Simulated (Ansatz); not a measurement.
**Contact densities of ZrC against volume**

```xyz
2
Lattice="0.0000 2.3502 2.3502 2.3502 0.0000 2.3502 2.3502 2.3502 0.0000" Properties=species:S:1:pos:R:3 pbc="T T T"
Zr    2.3502    2.3502    2.3502
C     0.0000    0.0000    0.0000
```

Atoms are numbered in the order listed.

The cell comes from COD entry 1562921, which wasn't checked; take it as a given geometry.

All numbers below come from Ansatz 0.2.0, DFT, PBEsol, all-electron PAW with datasets made for the crystal, scalar-relativistic.

Sampling and basis: a Γ-centred 15×15×15 k mesh, Fermi–Dirac smearing of 0.05 eV, cutoff 280 eV (chosen by the program for this cell), no spin polarisation.

The contact density is the mean electron density over the nuclear volume; its changes follow the s electrons' response to bonding and compression. Changes below are taken from the unscaled cell, where it is 489774 e/Å³ at Zr1, 862.826 e/Å³ at C2.

Volumes at which the program chose other datasets or cutoffs are left out.

```tsv
V/V(cell)	P (GPa)	Δρ(0) Zr1 (e/Å³)	Δρ(0) C2 (e/Å³)
0.9800	0.1	0.41	0.03
0.9900	-2.3	?	0.01
1.0000	-4.5	0.00	0.00
1.0100	-6.6	?	-0.01
1.0200	-8.7	-0.38	-0.02
1.0400	-12.4	-0.73	-0.04
1.0600	-15.8	?	-0.04
```

Q: Fill in "Δρ(0) Zr1 (e/Å³)" for the row "0.9900".

A: 0.20.

Q: Fill in "Δρ(0) Zr1 (e/Å³)" for the row "1.0100".

A: -0.19.

Q: Give the missing entry: row "1.0600", column "Δρ(0) Zr1 (e/Å³)".

A: -1.07.

The datasets are made afresh for each cell, so very small changes are uncertain.
